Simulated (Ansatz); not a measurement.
**BN — quadrupolar parameters**

The cell is a COD entry, whose atoms a relaxation with PBE at fixed cell left in place.

```xyz
4
Lattice="2.4982 0.0000 0.0000 -1.2491 2.1635 0.0000 0.0000 0.0000 6.6357" Properties=species:S:1:pos:R:3 pbc="T T T"
B     0.0000    1.4424    1.6589
B     1.2491    0.7212    4.9768
N     0.0000    1.4424    4.9768
N     1.2491    0.7212    1.6589
```

Atoms are numbered from 1 in the order listed; like atoms form one site, named after its first atom.

Computed with Ansatz: DFT, PBE, plane waves and PAW (field gradients read without the response of the frozen cores, which leaves them typically 4 to 6 % off), scalar-relativistic, 420 eV cutoff, Γ-centred 13×13×4 k-points, Fermi–Dirac smearing 0.02 eV.

Conventions: |V_zz| ≥ |V_yy| ≥ |V_xx|, η = (V_xx − V_yy)/V_zz, C_Q = eQV_zz/h. ν_Q = 3|C_Q|/[2I(2I − 1)].

B-11: I = 3/2, Q = 40.59 mb; ¹⁴N: I = 1, Q = 20.44 mb. Nuclear quadrupole moments: year-2017 set (Pyykkö).

| site | atoms (order as listed) | first shell | C_Q (MHz) | η | ν_Q (MHz) |
| --- | --- | --- | --- | --- | --- |
| B | 1, 2 | 3 N at 1.44 Å | 2.87 | 0.00 | 1.43 |
| N | 3, 4 | 3 B at 1.44 Å | -0.174 | 0.00 | 0.262 |

An axis of threefold or higher order runs through B and N, so V_zz lies along it and η is zero.

At this cell the PBE pressure is 5 GPa, so with PBE the cell would grow if it were relaxed.

The relaxation (1 step) took 1.6 s of wall time (1.6 s of CPU time) and 0.38 GiB at its peak, on 1 thread of Intel Xeon Platinum 8488C (Sapphire Rapids) (x86_64; 16 cores open to the job, memory cap 3.0 GiB, no GPU), a shared host with a load of 0.2 a core.
